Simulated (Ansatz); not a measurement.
Band structure of SbMo

```
Mo Sb
1.0
     0.00000    2.76024    2.76024
     2.76024    0.00000    2.76024
     2.76024    2.76024    0.00000
Mo Sb
1 1
Direct
  0.00000 0.00000 0.00000
  0.50000 0.50000 0.50000
```

Atoms are numbered in the order listed.

Conventional cell: a = 5.520 Å, b = 5.520 Å, c = 5.520 Å, α = 90.00°, β = 90.00°, γ = 90.00°. Around Mo (atom 1) lie 6 Sb at 2.76 Å. Around Sb (atom 2) lie 6 Mo at 2.76 Å.

The structure comes from a relaxation in the same program, started in the rocksalt type, and has space group Fm-3m. Whether it is a known phase or the ground state wasn't checked.

Spin polarisation is left out, and whether a magnetic state lies lower isn't shown here.

The calculation used Ansatz 0.2.0, DFT, PBE, all-electron LAPW, Dirac equation with spin-orbit coupling.

Settings: a Γ-centred 10×10×10 k mesh, Fermi–Dirac smearing of 0.03 eV, basis error target 1 meV/atom, no spin polarisation.

Points in fractions of the reciprocal vectors of this cell: Γ (0, 0, 0), X (0.5, 0, 0.5), U (0.625, 0.25, 0.625), K (0.375, 0.375, 0.75), L (0.5, 0.5, 0.5), W (0.5, 0.25, 0.75). The path joins them by straight lines in the order Γ–X–U–K–Γ–L–W–X; legs that retrace an earlier one aren't tabulated. Energies are in eV from the Fermi level.

Q: Is there a gap?

A: none: bands cross the Fermi level, a metal.

Q: List the levels between -5 and 5 eV at the symmetry points.

A: 
Γ: -1.43 (×4), -1.30 (×2), -0.95 (×4), 0.48 (×2), 1.49 (×4)
X: -4.53 (×2), -2.69 (×2), -1.60 (×2), -1.07 (×2), -0.32 (×2), 0.44 (×2), 0.55 (×2), 1.50 (×2), 3.90 (×2)
U: -4.42 (×2), -4.23 (×2), -2.80 (×2), -0.86 (×2), 0.19 (×2), 0.85 (×2), 1.45 (×2), 2.12 (×2)
K: -4.42 (×2), -4.23 (×2), -2.80 (×2), -0.86 (×2), 0.19 (×2), 0.85 (×2), 1.45 (×2), 2.12 (×2)
L: -3.69 (×2), -3.51 (×2), -0.06 (×2), -0.02 (×2), 0.68 (×2), 3.92 (×2)
W: -4.18 (×2), -3.96 (×2), -3.74 (×2), 0.19 (×2), 0.31 (×2), 0.51 (×2), 0.72 (×2), 1.67 (×2)
